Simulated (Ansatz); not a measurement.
ScAg:
```
CELL_PARAMETERS angstrom
      3.38208     0.00000     0.00000
      0.00000     3.38208     0.00000
      0.00000     0.00000     3.38208
ATOMIC_POSITIONS crystal
  Sc 0.50000 0.50000 0.50000
  Ag 0.00000 0.00000 0.00000
```

Relaxed with PBEsol. Special points in fractions of this cell's reciprocal vectors: Γ (0.000, 0.000, 0.000); X (0.000, 0.500, 0.000); M (0.500, 0.500, 0.000); R (0.500, 0.500, 0.500).

Q: List the band energies nearest the Fermi level at these points for the program Ansatz at the PBEsol level (PAW).

A: In eV from the Fermi level; about four levels below and three above (degenerate sets whole), none deeper than 8.9 eV; points with the same levels are listed once.

```tsv
k	below	above
Γ	-5.82 -5.82 -4.75 -4.75 -4.75	0.56 0.56 2.77 2.77 2.77
X	-4.97 -4.97 -4.62 -3.30 -2.45	0.04 1.12 1.12
M	-4.19 -1.82 -0.01 -0.01	0.92 2.38 2.38
R	-4.16 -4.16 -1.30 -1.30 -1.30	3.31 3.31 3.77
```

Space group Pm-3m (CsCl type). The workflow started from an entry of the Crystallography Open Database (COD). Whether it is the stable phase at ambient conditions was not checked. The PBEsol relaxation kept the symmetry of its start; whether a distortion lowers the energy is not shown. No spin polarisation was allowed. Spin–orbit coupling is left out wherever it is not named.

Potentials: the later of the program's two PAW sets.
